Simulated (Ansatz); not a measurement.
**Ni (dhcp): energy against volume**

Method: Ansatz 0.2.0, DFT, PBEsol, plane waves (420 eV) with PAW, scalar-relativistic. (PAW data from PBE, frozen cores regenerated.)

The cell is scaled uniformly from the relaxed one, with fractional coordinates and shape fixed. Energies are extrapolated to zero smearing, pressures are those at the given smearing. Magnetic state: spin not included. It is not the lowest magnetic state of this structure.

A Birch-Murnaghan fit gives V₀ = 10.34 Å³/atom, B₀ = 233 GPa, B₀′ = 4.8.

**Question.** What are the energy above the minimum and the pressure at 9.539 Å³/atom?

**Answer.** 53.4 meV/atom and 23.57 GPa as computed.

**Question.** What are the energy above the minimum and the pressure at 10.783 Å³/atom?

**Answer.** 12.5 meV/atom and -8.26 GPa as computed.

**Question.** What are the energy above the minimum and the pressure at 11.198 Å³/atom?

**Answer.** 44.0 meV/atom and -14.76 GPa as computed.
